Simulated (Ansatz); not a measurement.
Here is the system:

Cr:
```cif
data_Cr
_chemical_formula_sum 'Cr1'
_space_group_name_H-M_alt 'P 1'
_space_group_IT_number 1
_cell_length_a 2.43714
_cell_length_b 2.43714
_cell_length_c 2.43714
_cell_angle_alpha 109.471
_cell_angle_beta 109.471
_cell_angle_gamma 109.471
loop_
_space_group_symop_operation_xyz
  'x, y, z'
loop_
_atom_site_label
_atom_site_type_symbol
_atom_site_fract_x
_atom_site_fract_y
_atom_site_fract_z
_atom_site_occupancy
Cr1 Cr 0.00000 0.00000 0.00000 1
```

This is the PBEsol-relaxed structure.

Problem. All from PBEsol (plane waves, PAW; program Ansatz), unless another level is named. Estimate the Debye temperature from the elastic constants.

Solution. 617 K.

Problem. What about the elastic constants (relaxed ions, GPa)?

Solution. C11 = 534, C12 = 156, C44 = 105.

Space group Im-3m (bcc (W type)). The PBEsol relaxation kept the symmetry of its start. The workflow began spin-polarised and lost its moments. Textbook magnetic order: a spin-density-wave antiferromagnet. As this level gives no gap, shear constants depend on the k-mesh and smearing (Fermi–Dirac, 0.1 eV here).

Potentials: the later of the program's two PAW sets.
